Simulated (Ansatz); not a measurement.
# Property card for Nb₃Ir

Nb$_{3}$Ir:
```xyz
4
Lattice="4.0886 0.0000 0.0000 0.0000 4.0886 0.0000 0.0000 0.0000 4.0886" Properties=species:S:1:pos:R:3 pbc="T T T"
Nb     0.0000     2.0443     2.0443
Nb     2.0443     2.0443     0.0000
Nb     2.0443     0.0000     2.0443
Ir     0.0000     0.0000     0.0000
```

Space group Pm-3m (No. 221), Cu3Au type; conventional cell a = b = c = 4.0886 Å, α = β = γ = 90.00°.

Method: DFT-r²SCAN in the program Ansatz with PAW potentials. Geometry: relaxed at this level of theory. Other levels are named where they apply.

**Cell and energy**

```
Item                                                                Result
-----------------------------------------------------  -------------------
Volume per atom                                                   17.09 Å³
Density                                                        11.44 g/cm³
Formation energy from the elements (no fitted shifts)  -13 kJ/mol of atoms
```

**Electronic structure**

```
Item                                                                        Result
------------------------------------  --------------------------------------------
Electronic character                                             metallic (no gap)
Density of states at the Fermi level  0.99 states/eV per atom (mean over ±0.08 eV)
Gap with spin–orbit coupling                                       none (metallic)
```

**Mechanics**

```
Property                                                               Result
-------------------------------------  --------------------------------------
Bulk modulus (Birch–Murnaghan fit)                                    215 GPa
Pressure derivative B′                                                    3.9
Elastic constants (relaxed ions, GPa)       C11 = 104, C12 = 271, C44 = -25.6
Mechanical stability                   unstable (C has a negative eigenvalue)
```

**Charges**

```
Quantity                      Value
-------------  --------------------
Bader charges  Nb +0.66, Ir -1.98 e
```

The cell is a constructed one: a structure type filled with these elements; neither database checked (COD, Materials Project) lists it. COD files the formula under space group No. 223. Its standing as an ambient phase is unchecked. Symmetry was held in the r²SCAN relaxation. No spin polarisation was allowed. As this level gives no gap, shear constants depend on the k-mesh and smearing (Fermi–Dirac, 0.1 eV here). The references are the lowest solids computed at this level, not always the standard phases. Scalar-relativistic: spin–orbit coupling is off unless named, which matters more the heavier the elements.

Potentials: the earlier of the program's two PAW sets.
